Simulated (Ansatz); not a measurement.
Vibrational response of MgSi3

These are results of Ansatz 0.2.0, DFT PBEsol, scalar-relativistic, plane waves, PAW, not measurements. Cutoff 420 eV, 16×16×16 k-points (Γ-centred), Fermi-Dirac smearing of 0.15 eV. No spin polarisation. Phonons by linear response, acoustic sum rule imposed.

The cell, relaxed at this level:
```
Mg Si
1.0
    -1.95113    1.95113    4.07542
     1.95113   -1.95113    4.07542
     1.95113    1.95113   -4.07542
Mg Si
1 3
Cartesian
  0.0000 0.0000 0.0000
  0.0000 0.0000 4.0754
  1.9511 0.0000 2.0377
  0.0000 1.9511 2.0377
```

The cell was built by swapping an element in a database structure (itself possibly hypothetical) and relaxing; it need not be the stable form of this composition. In a metal, frequencies and elastic constants depend on the k mesh and the smearing, soft modes and shear constants most.

Optical modes at Γ; i marks an imaginary frequency:
```
frequency (cm⁻¹) degeneracy
              68           2
              98           1
             137           2
             207           1
             304           2
             311           1
```

All 9 optical modes at Γ are real: no displacement of atoms at fixed cell lowers the energy to second order. Strains and modes at other wave vectors aren't tested by this run.